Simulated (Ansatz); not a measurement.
Relaxed-ion elastic tensor of GaP (rock salt, space group No. 225) in GPa (Voigt order), r²SCAN (plane waves, PAW; program Ansatz); density 4.99 g/cm³, 16.76 Å³ per atom.

|  | 1 | 2 | 3 | 4 | 5 | 6 |
|---|---|---|---|---|---|---|
| 1 | 179 | 58.4 | 58.4 | 0.0 | 0.0 | 0.0 |
| 2 | 58.4 | 179 | 58.4 | 0.0 | 0.0 | 0.0 |
| 3 | 58.4 | 58.4 | 179 | 0.0 | 0.0 | 0.0 |
| 4 | 0.0 | 0.0 | 0.0 | 31.3 | 0.0 | 0.0 |
| 5 | 0.0 | 0.0 | 0.0 | 0.0 | 31.3 | 0.0 |
| 6 | 0.0 | 0.0 | 0.0 | 0.0 | 0.0 | 31.3 |

**Question.** Is the crystal mechanically stable?

**Answer.** Yes: the smallest eigenvalue of C is 31.3 GPa.

**Question.** Work out the Voigt, Reuss and Hill averages.

**Answer.** K_V = 98.6, K_R = 98.6, K_H = 98.6; G_V = 42.9, G_R = 38.7, G_H = 40.8 GPa.

**Question.** Give Young's modulus, Poisson's ratio, Pugh's ratio and the universal anisotropy index.

**Answer.** E = 9KG/(3K + G) = 108 GPa; ν = 0.32; K/G = 2.42 (ductile by the Pugh limit of 1.75); A_U = 5G_V/G_R + K_V/K_R − 6 = 0.54.

**Question.** Estimate the sound speeds and the Debye temperature.

**Answer.** v_l = √((K + 4G/3)/ρ) = 5540 m/s, v_t = √(G/ρ) = 2860 m/s, mean 3200 m/s; Θ = (h/k)(3n/4πV)^(1/3) v_m = 373 K.

**Question.** Give the Zener ratio and Young's modulus along [100], [110] and [111].

**Answer.** A = 2C44/(C11 − C12) = 0.52; 1/E = S11 − 2(S11 − S12 − S44/2)Γ with Γ = 0, 1/4, 1/3 gives 150, 95.2, 84.9 GPa.

Space group Fm-3m (rock salt). The start of the workflow was typed in or built on a structure type; neither database checked (COD, Materials Project) lists it. It is not the phase usual at ambient conditions (space group No. 216). The cell was relaxed with r²SCAN under the symmetry of its start; whether a distortion lowers the energy is not shown. As this level gives no gap, shear constants depend on the k-mesh and smearing (Fermi–Dirac, 0.1 eV here). Spin–orbit coupling is left out wherever it is not named.

Potentials: the later of the program's two PAW sets.
